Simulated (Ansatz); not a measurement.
## Formation energy of MnNb₃ in the AuCu3-type structure

Level of theory: DFT, PBEsol, scalar-relativistic, collinear spin; plane waves to 420 eV with PAW datasets (Ansatz 0.2.0), 8×8×8 k-mesh, Gaussian smearing of 0.05 eV; PAW files: Ansatz's generated set soft_2.

The start was a prototype's sites filled with these elements, not a measured cell.

Symmetry: Pm-3m, No. 221, cubic system. Conventional cell: a = 4.051 Å, b = 4.051 Å, c = 4.051 Å, α = 90.00°, β = 90.00°, γ = 90.00°. Mn (site symmetry m-3m) has 12 Nb at 2.86 Å as nearest neighbours. Around Nb (site symmetry 4/mmm) lie 4 Mn at 2.86 Å and 8 Nb at 2.86 Å. (Shells end 15 % past the nearest neighbour.)

The elements were computed in their standard states with the same datasets, cutoff and functional. The compound's run is ferromagnetic, with site spin moments Mn 2.91; Nb -0.06 μB. Absolute energies hang on the potentials; compare differences alone.

Energy of the relaxed cell (4 atoms, smearing extrapolated to zero): -17353.840 eV. Elements, in eV/atom: Mn -3868.825, Nb -4495.453.

Question: What is the formation energy?

Answer: [-17353.840 − (1 × -3868.825 + 3 × -4495.453)] / 4 = 0.34 eV/atom, or 32 kJ per mole of atoms.

The value is for 0 K, without zero-point energy. A positive value means that this structure is unstable even against the elements at this level.

The run wasn't fully tested for a lower electronic state. Site moments are of spin, integrated over atomic spheres. Only parallel moments were tried, so the real magnetic order may be another.
